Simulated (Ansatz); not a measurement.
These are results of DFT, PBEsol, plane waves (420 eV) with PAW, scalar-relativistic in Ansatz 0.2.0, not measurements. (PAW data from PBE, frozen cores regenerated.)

An element in the bcc structure gives this curve. The cell is scaled uniformly from the relaxed one, with fractional coordinates and shape fixed. Energies are extrapolated to zero smearing, pressures are those at the given smearing. Magnetic state: spin not included.

| V (Å³/atom) | E − E₀ (meV/atom) | P (GPa) |
| --- | --- | --- |
| 5.341 | 79.1 | 39.16 |
| 5.583 | 32.3 | 23.40 |
| 5.826 | 7.2 | 10.46 |
| 6.069 | -0.2 | -0.15 |
| 6.312 | 7.2 | -8.70 |
| 6.554 | 26.2 | -15.41 |
| 6.797 | 54.0 | -20.71 |

Task: Which element is it?
A. copper
B. boron
C. carbon
D. vanadium

Result: B. Its fit is V₀ = 6.06 Å³/atom, B₀ = 237 GPa, B₀′ = 4.3.
